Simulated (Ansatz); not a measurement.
A structure of MgTe relaxed with PBEsol (plane waves to 420 eV, PAW, scalar-relativistic; Ansatz, a first-principles code); single points at other levels follow on the same geometry (Ansatz, PAW; PBEsol+SOC at 420 eV on a 8×8×3 k-mesh; spin-orbit coupling only where +SOC is written). Space group P6₃mc (No. 186).

```cif
data_Mg4Te4
_chemical_formula_sum 'Mg4 Te4'
_space_group_name_H-M_alt 'P 1'
_space_group_IT_number 1
_cell_length_a 4.55750
_cell_length_b 4.55750
_cell_length_c 14.83964
_cell_angle_alpha 90.000
_cell_angle_beta 90.000
_cell_angle_gamma 120.000
loop_
_space_group_symop_operation_xyz
  'x, y, z'
loop_
_atom_site_label
_atom_site_type_symbol
_atom_site_fract_x
_atom_site_fract_y
_atom_site_fract_z
_atom_site_occupancy
Mg1 Mg 0.00000 0.00000 0.00065 1
Mg2 Mg 0.00000 0.00000 0.50065 1
Mg3 Mg 0.66667 0.33333 0.75018 1
Mg4 Mg 0.33333 0.66667 0.25018 1
Te1 Te 0.00000 0.00000 0.81260 1
Te2 Te 0.00000 0.00000 0.31260 1
Te3 Te 0.66667 0.33333 0.56221 1
Te4 Te 0.33333 0.66667 0.06221 1
```

```json
[
 {"level": "PBEsol", "gap (eV)": "2.36", "kind": "direct", "conduction minimum": "Γ"},
 {"level": "PBEsol+SOC", "gap (eV)": "(withheld)", "kind": "(withheld)", "conduction minimum": "(withheld)"}
]
```

Q: Fill in the missing entries.

A: 
- PBEsol+SOC, gap (eV): 2.10
- PBEsol+SOC, kind: direct
- PBEsol+SOC, conduction minimum: Γ

The shift from spin-orbit coupling is approximate. No spin polarisation in the result.

The run could not lose the symmetry of its start.

The first start was generated by placing the elements on the sites of a structure type. A measured structure of MgTe has the same space group, P6₃mc (No. 186); the sites were not compared with it. Another known form has space group No. 216.
